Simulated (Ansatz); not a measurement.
**How much do the gradients of WS2 with iodine replacing S depend on the method?**

Cell: a supercell of WS2 (space group P6_3/mmc) built from a COD entry, with the ions relaxed around the defect (PBE).

```cif
data_W18S35I
_symmetry_space_group_name_H-M 'P3m1'
_symmetry_Int_Tables_number 156
_cell_length_a 9.5400
_cell_length_b 9.5400
_cell_length_c 12.5000
_cell_angle_alpha 90.000
_cell_angle_beta 90.000
_cell_angle_gamma 120.000
loop_
_atom_site_label
_atom_site_type_symbol
_atom_site_symmetry_multiplicity
_atom_site_Wyckoff_symbol
_atom_site_fract_x
_atom_site_fract_y
_atom_site_fract_z
W1 W 1 a 0.0000 0.0000 0.2482
W2 W 6 e 0.9996 0.3336 0.2479
W6 W 1 b 0.3333 0.6667 0.2482
W8 W 1 c 0.6667 0.3333 0.2484
W10 W 3 d 0.1139 0.8861 0.7521
W12 W 3 d 0.1117 0.5558 0.7543
W14 W 3 d 0.4439 0.2219 0.7535
I I 1 a 0.0000 0.0000 0.5934
S20 S 6 e 0.9999 0.3373 0.6277
S24 S 1 b 0.3333 0.6667 0.6284
S26 S 1 c 0.6667 0.3333 0.6281
S28 S 3 d 0.1111 0.8889 0.1228
S30 S 3 d 0.1112 0.5556 0.1226
S32 S 3 d 0.4448 0.2224 0.1226
S37 S 1 a 0.0000 0.0000 0.8725
S38 S 6 e 0.0005 0.3329 0.8794
S42 S 1 b 0.3333 0.6667 0.8805
S44 S 1 c 0.6667 0.3333 0.8788
S46 S 3 d 0.1119 0.8881 0.3727
S48 S 3 d 0.1110 0.5555 0.3736
S50 S 3 d 0.4446 0.2223 0.3738
```

One atom of each set is listed.

First run. All values are calculated (Ansatz; DFT, PBE, plane waves and PAW, scalar-relativistic, 420 eV cutoff, Γ-centred 3×3×2 k-points, Fermi–Dirac smearing 0.01 eV, cell charge +1), not measured.

| site | V_zz (10²¹ V/m²) | η |
| --- | --- | --- |
| W1 | -17.12 | 0.00 |
| W2 | -17.45 | 0.01 |
| W6 | -17.66 | 0.00 |
| W8 | -17.50 | 0.00 |
| W10 | -19.05 | 0.63 |
| W12 | -17.95 | 0.03 |
| W14 | -18.12 | 0.00 |
| I | 10.54 | 0.00 |
| S24 | -4.59 | 0.00 |
| S28 | -4.53 | 0.01 |
| S37 | -4.69 | 0.00 |
| S38 | -4.72 | 0.29 |
| S44 | -4.84 | 0.00 |
| S46 | -4.07 | 0.06 |

Second run. The same atoms and settings, except that the functional is r2SCAN and the cutoff is 500 eV.

Task: Given the first result, estimate the second.

Result: 

| site | V_zz | η | change of V_zz |
| --- | --- | --- | --- |
| W1 | -17.05 | 0.00 | +0.07 |
| W2 | -17.36 | 0.01 | +0.09 |
| W6 | -17.54 | 0.00 | +0.12 |
| W8 | -17.38 | 0.00 | +0.12 |
| W10 | -19.11 | 0.64 | -0.06 |
| W12 | -17.88 | 0.02 | +0.07 |
| W14 | -17.96 | 0.00 | +0.16 |
| I | 10.12 | 0.00 | -0.42 |
| S24 | -4.63 | 0.00 | -0.04 |
| S28 | -4.61 | 0.02 | -0.08 |
| S37 | -4.75 | 0.00 | -0.06 |
| S38 | -4.79 | 0.29 | -0.07 |
| S44 | -4.92 | 0.00 | -0.08 |
| S46 | -4.18 | 0.05 | -0.11 |

The largest change of V_zz is on I, from 10.54 to 10.12. In per cent, |V_zz| changes by -1 to 0 on W, -4 on I, +1 to +3 on S (all sites that start above 0.5). The table leaves out 7 of the 21 sites, with |V_zz| up to 4.87; their tensors move by 0.07 at most along any direction. The statements above cover all sites.

The defect repeats with the cell of 54 atoms, so it feels its images: sites between two images don't show the values beside a lone defect, and zeros or small values of η there can come from the images' arrangement. S and W carry a gradient in the pure host already, so the values there aren't the defect's effect alone. The relaxation keeps the site symmetry 3m of the start, so the impurity can move only along its axis; a start off the site could end lower. A uniform background compensates the cell's charge. Without spin–orbit coupling the gradients at and beside I and W can be off by some per cent, at some sites by more.
For the second run: With these PAW files V_zz is typically within 2 to 3 % of all-electron values, but misses above 10 % occur on I.
